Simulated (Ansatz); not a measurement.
## A run on SiO2

```yaml
crystal:
  lattice:
    - [4.9501, 0.0, 0.0]
    - [0.0, 4.9501, 0.0]
    - [0.0, 0.0, 6.9259]
  atoms:
    - { symbol: Si, position: [0.3027, 0.3027, 0.0], spin: 1.0 }
    - { symbol: Si, position: [0.1973, 0.8027, 0.25], spin: 4.0 }
    - { symbol: Si, position: [0.6973, 0.6973, 0.5], spin: 4.0 }
    - { symbol: Si, position: [0.8027, 0.1973, 0.75], spin: -0.5 }
    - { symbol: O, position: [0.2388, 0.1086, 0.1817], spin: 4.0 }
    - { symbol: O, position: [0.3914, 0.7388, 0.4317], spin: -2.0 }
    - { symbol: O, position: [0.7612, 0.8914, 0.6817], spin: -1.0 }
    - { symbol: O, position: [0.6086, 0.2612, 0.9317], spin: -0.5 }
    - { symbol: O, position: [0.7388, 0.3914, 0.5683], spin: 4.0 }
    - { symbol: O, position: [0.8914, 0.7612, 0.3183], spin: 1.0 }
    - { symbol: O, position: [0.2612, 0.6086, 0.0683], spin: 1.0 }
    - { symbol: O, position: [0.1086, 0.2388, 0.8183], spin: -0.5 }
kpoints:
  mp_grid: { grid: [5, 5, 4] }
scf:
  occupations: { method: fermi_dirac, width: 0.02 }
hamiltonian:
  xc: pbe
  pseudopotentials: { kind: nc, accuracy: standard }
output:
  forces: true
  stress: true
  populations: true
  efg: { quadrupole_moments_barn: { O: -0.02558 }, contact_densities: true }
magnetization:
  spin_polarized: true
basis:
  ecutwfc: "40.4 Ry"
```

```sh
ansatz run input.yaml --threads 1 --pin off --max-ram 2560MiB --backend cpu --events-out ev --progress --plain --runs-dir out
```

(1) What happens when this input is run?

Results:

(1) The input was rejected before any iteration. The program says:

```
Error: output.efg without hamiltonian.pseudopotentials.kind: paw|paw_fr|all_electron or hamiltonian.pseudopotentials.kind: all_electron — the all-electron EFG reconstruction needs the PAW one-centre densities; drop the efg request, or set kind: paw (paw_fr under spin-orbit coupling) (under a functional that reads the kinetic-energy density, kind: paw is refused in some combinations and carries risks of its own in the rest: see hamiltonian.xc for the refusals and hamiltonian.pseudopotentials.kind for the risks, both in the input reference; kind: paw is refused beside gw.static_remainder)
```

Against a sound input the change was `hamiltonian.pseudopotentials`: {kind: paw} → {kind: nc, accuracy: standard}; `magnetization`: not typed → {spin_polarized: true}; `basis.ecutwfc`: not typed → 40.4 Ry. The message points to `hamiltonian.pseudopotentials`.

With the sound settings the run converges and gives V_zz (10²¹ V/m²) Si -0.72 (η 0.75), O 9.07 (η 0.16). The calculated pressure of 7 GPa (PBE) comes largely from the unrelaxed atoms: it is 1.4 GPa once they are relaxed in the same cell. The largest force is 0.5 eV/Å, so the atoms aren't at the calculated equilibrium and relaxing them would move these values.
